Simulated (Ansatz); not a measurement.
Method: DFT PBE, scalar-relativistic, plane waves, PAW (Ansatz 0.2.0). All cells share a 420 eV cutoff and Γ-centred k meshes spaced at most about 0.3 Å⁻¹ (about 0.25 or finer for metals, 2π included). No spin polarisation in the final relaxations.

All energies are static (0 K, no zero-point motion). All come from trial cells, and lower structures may exist.

Question: Order these relaxed structures of BaTa3O2 by energy, lowest first, with the energy over the lowest of them.
A.

```cif
data_structure
_symmetry_space_group_name_H-M 'R-3m:H'
_symmetry_Int_Tables_number 166
_cell_length_a 5.3745
_cell_length_b 5.3745
_cell_length_c 19.2403
_cell_angle_alpha 90.000
_cell_angle_beta 90.000
_cell_angle_gamma 120.000
_cell_volume 481.31
loop_
_atom_site_label
_atom_site_type_symbol
_atom_site_symmetry_multiplicity
_atom_site_Wyckoff_symbol
_atom_site_fract_x
_atom_site_fract_y
_atom_site_fract_z
_atom_site_occupancy
Ba1 Ba 3 a 0.00000 0.00000 0.00000 1
Ta1 Ta 9 d 0.16667 0.83333 0.83333 1
O1 O 6 c 0.00000 0.00000 0.75738 1
```

B.

```cif
data_structure
_symmetry_space_group_name_H-M 'P-4m2'
_symmetry_Int_Tables_number 115
_cell_length_a 4.6012
_cell_length_b 4.6012
_cell_length_c 5.1708
_cell_angle_alpha 90.000
_cell_angle_beta 90.000
_cell_angle_gamma 90.000
_cell_volume 109.47
loop_
_atom_site_label
_atom_site_type_symbol
_atom_site_symmetry_multiplicity
_atom_site_Wyckoff_symbol
_atom_site_fract_x
_atom_site_fract_y
_atom_site_fract_z
_atom_site_occupancy
Ba1 Ba 1 a 0.00000 0.00000 0.00000 1
Ta1 Ta 1 b 0.50000 0.50000 0.00000 1
Ta2 Ta 2 g 0.00000 0.50000 0.52445 1
O1 O 2 g 0.00000 0.50000 0.90191 1
```

C.

```cif
data_structure
_symmetry_space_group_name_H-M 'P6/mmm'
_symmetry_Int_Tables_number 191
_cell_length_a 6.8785
_cell_length_b 6.8785
_cell_length_c 3.0002
_cell_angle_alpha 90.000
_cell_angle_beta 90.000
_cell_angle_gamma 120.000
_cell_volume 122.93
loop_
_atom_site_label
_atom_site_type_symbol
_atom_site_symmetry_multiplicity
_atom_site_Wyckoff_symbol
_atom_site_fract_x
_atom_site_fract_y
_atom_site_fract_z
_atom_site_occupancy
Ba1 Ba 1 b 0.00000 0.00000 0.50000 1
Ta1 Ta 3 f 0.50000 0.00000 0.00000 1
O1 O 2 c 0.33333 0.66667 0.00000 1
```

D.

```cif
data_structure
_symmetry_space_group_name_H-M 'Cmmm'
_symmetry_Int_Tables_number 65
_cell_length_a 5.8364
_cell_length_b 13.0568
_cell_length_c 2.8868
_cell_angle_alpha 90.000
_cell_angle_beta 90.000
_cell_angle_gamma 90.000
_cell_volume 219.99
loop_
_atom_site_label
_atom_site_type_symbol
_atom_site_symmetry_multiplicity
_atom_site_Wyckoff_symbol
_atom_site_fract_x
_atom_site_fract_y
_atom_site_fract_z
_atom_site_occupancy
Ba1 Ba 2 b 0.50000 0.00000 0.00000 1
Ta1 Ta 4 i 0.50000 0.30748 0.00000 1
Ta2 Ta 2 d 0.00000 0.00000 0.50000 1
O1 O 4 f 0.25000 0.25000 0.50000 1
```

Answer: D (0 meV/atom), C (110 meV/atom), A (245 meV/atom), B (350 meV/atom). Forms: D Cmmm; C P6/mmm; A R-3m; B P-4m2. Counting O atoms around Ba and Ta (those within 1.25 times the shortest such distance or 1.15 times the sum of covalent radii, 1.27 where that leaves under three; the shortest distance is added where it exceeds 1.18 times the sum of covalent radii; a slash parts the counts of unlike sites): D has Ba 8 from 3.9 Å, Ta 4/4 from 3.6 Å; C has Ba 12 from 4.2 Å, Ta 2; A has Ba 6 from 3.6 Å, Ta 2; B has Ba 4, Ta 1/4.

These runs have no spin–orbit coupling, which can matter for Ta. In Cmmm, P6/mmm, R-3m, P-4m2 an odd number of electrons in the primitive cell allows no gap without spin; a larger cell or a magnetic state could open one. Cells relaxed within their symmetry can be saddle points. Some candidate types were left out of the draw beforehand, so a known form may be missing.
